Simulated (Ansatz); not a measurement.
## Sr2YReO6 in Ansatz, relaxation

The command:

```bash
ansatz run input.yaml --threads 2 --pin off --max-ram 2560MiB --backend cpu --events-out ev --progress --plain --runs-dir out
```

The input file (Ansatz 0.2.0, plane waves):

```yaml
crystal:
  lattice:
    - [0.0, 4.075535, 4.075535]
    - [4.075535, 0.0, 4.075535]
    - [4.075535, 4.075535, 0.0]
  atoms:
    - { symbol: Re, position: [0.0, 0.0, 0.0] }
    - { symbol: O, position: [0.75, 0.25, 0.25] }
    - { symbol: O, position: [0.25, 0.75, 0.25] }
    - { symbol: O, position: [0.25, 0.75, 0.75] }
    - { symbol: O, position: [0.75, 0.25, 0.75] }
    - { symbol: O, position: [0.25, 0.25, 0.75] }
    - { symbol: O, position: [0.75, 0.75, 0.25] }
    - { symbol: "Y", position: [0.5, 0.5, 0.5] }
    - { symbol: Sr, position: [0.25, 0.25, 0.25] }
    - { symbol: Sr, position: [0.75, 0.75, 0.75] }
  symmetry: { tolerance: 0.0003 }
kpoints:
  mp_grid: { grid: [6, 6, 6], shift: [0, 0, 0] }
magnetization:
  spin_polarized: false
scf:
  occupations: { method: methfessel_paxton, width: 0.2604 }
  lower_state_search: "off"
hamiltonian:
  pseudopotentials: { kind: paw }
  xc: r2scan
basis:
  ecutwfc: 500
  fft_grid_basis: typed
relax:
  max_steps: 40
  cell: { p_target: 0.0 }
  f_tol: 0.03
output:
  forces: true
  stress: true
  eigenvalues: true
  bader: true
  populations: true
  elf: true
  write_potential: true
  volumetric_format: npy
  dos:
    e_range: [-12, 8]
    de: 0.05
    projected: { site_lists: { O: [O], Re: [Re], Sr: [Sr], "Y": ["Y"] } }
  write_density: true
checkpoint:
  read: saved_state
```

Origin of the cell: a database entry, scaled a little.

The saved state is a converged single point of the same cell.

Output (shortened):

```
Pseudopotentials: kind: paw
Pseudopotential: Re, paw, valence charge 15, recommended cutoff 500 eV (meta_gga), Re.paw.azcp
Pseudopotential: O, paw, valence charge 6, recommended cutoff 500 eV (meta_gga), O.paw.azcp
Pseudopotential: Y, paw, valence charge 11, recommended cutoff 500 eV (meta_gga), Y.paw.azcp
Pseudopotential: Sr, paw, valence charge 10, recommended cutoff 500 eV (meta_gga), Sr.paw.azcp
Functional definition: r2SCAN
  exchange = r2scan_x(k0 = k0, k1 = k1, a1 = a1)
  correlation = r2scan_c
Crystal: 10 atoms, lattice volume = 135.389 Å³
Basis set: ecut = 500 eV, 3479 PW (Γ), exchange–correlation on 180×180×180 points (64 copies of the dense FFT grid, shifted against one another)
Bands: 51, of which v1, the nominal top of the filled ones, is band 41 counted from 1 (40 counted from 0)
[… 16 lines left out …]
Initial density: read from a saved state, or passed on in memory by an earlier SCF of this step, an earlier step, the calling program or the single point that the run made first
Functional: x = r2scan, c = r2scan; τ floored in thin density (d = 2e-4 eV/Å³)
SCF iter   1: F=—  HF=-25273.035996 eV  Δρ=7.08e-4  dr2=3.81e-4  dr2_τ=3.16e-3
SCF iter   2: F=—  HF=-25273.039383 eV  S|Δr|=    0.00e0  Δρ=3.53e-4  dr2=5.88e-5  dr2_τ=7.51e-5
SCF iter   3: F=—  HF=-25273.039701 eV  S|Δr|=    0.00e0  Δρ=1.82e-4  dr2=2.46e-5  dr2_τ=1.47e-5
SCF iter   4: F=—  HF=-25273.039747 eV  S|Δr|=    0.00e0  Δρ=4.00e-5  dr2=1.11e-6  dr2_τ=5.66e-7
SCF iter   5: F=—  HF=-25273.039750 eV  S|Δr|=    0.00e0  Δρ=1.06e-5  dr2=1.40e-7  dr2_τ=2.46e-8
SCF iter   6: F=-25273.039750 eV  HF=-25273.039750 eV  S|Δr|=    0.00e0  Δρ=2.99e-6  dr2=1.52e-8  dr2_τ=2.52e-9
relax step   1: F+E_penalty+E_count = -25273.039750 eV  Δ(F+E_penalty+E_count) = +0.000e0 eV  max|allowed force component| = 5.173e0 eV/Å  Δτ_max = 0.0000 Å  P = +4.951 GPa  Ω = 135.389 Å³  ( […]
relax step   2: F+E_penalty+E_count = -25274.944052 eV  Δ(F+E_penalty+E_count) = -1.904e0 eV  max|allowed force component| = 8.070e-1 eV/Å  Δτ_max = 0.1436 Å  P = +0.959 GPa  Ω = 140.428 Å³ […]
relax step   3: F+E_penalty+E_count = -25274.987308 eV  Δ(F+E_penalty+E_count) = -4.326e-2 eV  max|allowed force component| = 4.888e-2 eV/Å  Δτ_max = 0.0192 Å  P = -0.999 GPa  Ω = 141.127 Å³ […]
relax step   4: F+E_penalty+E_count = -25274.990293 eV  Δ(F+E_penalty+E_count) = -2.985e-3 eV  max|allowed force component| = 3.571e-3 eV/Å  Δτ_max = 0.0001 Å  P = -0.069 GPa  Ω = 140.340 Å³ […]
relax step   5: F+E_penalty+E_count = -25274.990331 eV  Δ(F+E_penalty+E_count) = -3.745e-5 eV  max|allowed force component| = 4.677e-5 eV/Å  Δτ_max = 0.0000 Å  P = +0.001 GPa  Ω = 140.282 Å³ […]
relax step   6: F+E_penalty+E_count = -25274.992535 eV  Δ(F+E_penalty+E_count) = -2.205e-3 eV  max|allowed force component| = 7.898e-5 eV/Å  Δτ_max = 0.0000 Å  P = -0.003 GPa  Ω = 140.282 Å³  stress off target by 3.25e-3 GPa […]
SCF 6 converged in 7 iterations: F = -25274.992535 eV  dr2 = 1.38e-11
basis re-selected at this cell: Δ(F+E_penalty+E_count) = -2.205e-3 eV, ΔP = -0.004 GPa vs the last step (what re-selecting the basis moved, of the pressure what is left beyond the Pulay corre […]
SCF converged after 7 iterations
Stability not checked: this state was not tested for a lower state beside it, because cold or Methfessel-Paxton smearing, or corrected tetrahedra, fill the levels in a way that the test cannot read (fill_not_monotonic; […]
Free energy (F): -25274.992535 eV
Harris-Foulkes:  -25274.992535 eV  (|F-HF|=1.09e-11)
Internal energy: -25274.987196 eV  (E = F + TS)
E sigma→0 (E₀):  -25274.991200 eV
Entropy (-TS):   -0.005339 eV (-0.534 meV/atom)
Fermi energy:    12.061473 eV
--- Per-component energies (eV) ---
  E_band       = -496.790638
  E_kinetic    = 2399.947431
  E_local      = -5249.142702  (includes V_loc(G=0)·N_el)
  E_nonlocal   = 783.613071
  E_hartree    = 1765.927056
  E_xc         = -1327.217883
  E_vxc        = -1558.540970  (∫ρ·V_xc dr)
  E_paw        = -17920.611295  (= ΣΔE_a)
  E_vpaw       = -494.388536  (= ΣTr[D̂ρ^β])
  E_aug_tail   = 0.005894  (compensation charges beyond the density's cutoff)
  E_vtau       = 89.861186  (kinetic-family band-sum trace: ∫τ·v_τ [+ j·A + Jᵃ·Aᵃ] dr)
  E_ewald      = -5726.400226
  E_core_change = -1.108543  (= ΣΔE_core)
  E_smearing   = -0.005339  (= −TS)
  Σ components = -25274.992535   (vs F -25274.992535, Δ=0.00e0)
--- Forces (eV/Å), atoms counted from 1 ---
  atom   1  Re     0.000000    -0.000000    -0.000000
  atom   2  O     -0.000079     0.000000     0.000000
  atom   3  O     -0.000000    -0.000079    -0.000000
  atom   4  O      0.000079    -0.000000    -0.000000
  atom   5  O      0.000000     0.000079     0.000000
  atom   6  O     -0.000000     0.000000    -0.000079
  atom   7  O      0.000000    -0.000000     0.000079
  atom   8  Y      0.000000    -0.000000    -0.000000
  atom   9  Sr    -0.000000     0.000000     0.000000
  atom  10  Sr     0.000000    -0.000000    -0.000000
  max |Σ_I F_I| component: 1.07e-17 eV/Å
--- Stress (GPa, compression-positive) ---
       -0.003252      -0.000000      -0.000000
       -0.000000      -0.003252      -0.000000
       -0.000000      -0.000000      -0.003252
  P = ⅓ Tr σ = -0.0033 GPa (-0.033 kbar)
--- Relaxed structure (5 steps of the walk, 5 accepted, 1 SCFs on fresh bases) ---
  F+E_penalty+E_count = -25274.992535 eV   max|allowed force component| = 7.898e-5 eV/Å   (the final SCF, on the basis selected at the relaxed cell)
  cell:  # Å, volume = 140.2816 Å³
    - [0.0, 4.124047, 4.124047]
    - [4.124047, 0.0, 4.124047]
    - [4.124047, 4.124047, 0.0]
  atoms:
    - { symbol: Re, position: [-1.829e-18, -5.530e-19, 1.233e-18] }
    - { symbol: O, position: [0.765276, 0.234724, 0.234724] }
    - { symbol: O, position: [0.234724, 0.765276, 0.234724] }
    - { symbol: O, position: [0.234724, 0.765276, 0.765276] }
    - { symbol: O, position: [0.765276, 0.234724, 0.765276] }
    - { symbol: O, position: [0.234724, 0.234724, 0.765276] }
    - { symbol: O, position: [0.765276, 0.765276, 0.234724] }
    - { symbol: Y, position: [0.5, 0.5, 0.5] }
    - { symbol: Sr, position: [0.25, 0.25, 0.25] }
    - { symbol: Sr, position: [0.75, 0.75, 0.75] }
--- Löwdin populations: 10 sites ---
  site symbol       q [e]
     0     Re     13.3627
     1      O      6.8669
     2      O      6.8669
     3      O      6.8669
     4      O      6.8669
     5      O      6.8669
     6      O      6.8669
     7      Y     10.2958
     8     Sr      8.2387
     9     Sr      8.2387
  spilling = 0.008082 (of n_electrons = 82.000000)
--- Bader charges: 10 sites ---
  site symbol  charge [e]  shift [e]
     0     Re      2.5972     0.0027
     1      O     -1.3341     0.0005
     2      O     -1.3341     0.0005
     3      O     -1.3341     0.0005
     4      O     -1.3341     0.0005
     5      O     -1.3341     0.0005
     6      O     -1.3341     0.0005
     7      Y      2.1291     0.0001
     8     Sr      1.6391     0.0000
     9     Sr      1.6391     0.0000
  estimated error of the sums over rays = 3.8e-4 e
```

The starting structure.

Space group Fm-3m (No. 225); the run's cell has a = 5.764 Å, b = 5.764 Å, c = 5.764 Å, α = 60.00°, β = 60.00°, γ = 60.00°. Shortest distances: O–Re 2.04 Å, O–Y 2.04 Å, O–O 2.88 Å, O–Sr 2.88 Å, Re–Sr 3.53 Å, Sr–Y 3.53 Å.

The relaxed structure.

Space group Fm-3m (No. 225); the run's cell has a = 5.832 Å, b = 5.832 Å, c = 5.832 Å, α = 60.00°, β = 60.00°, γ = 60.00°. Shortest distances: O–Re 1.94 Å, O–Y 2.19 Å, O–O 2.74 Å, O–Sr 2.92 Å, Re–Sr 3.57 Å, Sr–Y 3.57 Å.

```
Free energy lowered by  : 195.3 meV/atom
Volume change           : 3.61 %
Final pressure          : 0.00 GPa
Relaxation steps listed : 6
```

Caveats: no moments, though an odd count or open d shells may carry them; no spin-orbit coupling, though heavy elements are present; the database entry stands far from equilibrium and may be faulty; the relaxation held the start's symmetry, so the end may be a saddle point; wide smearing.

The run took 78 s on 2 threads of Arm Neoverse V2, on a shared host, peak memory 0.93 GiB, from a saved density.
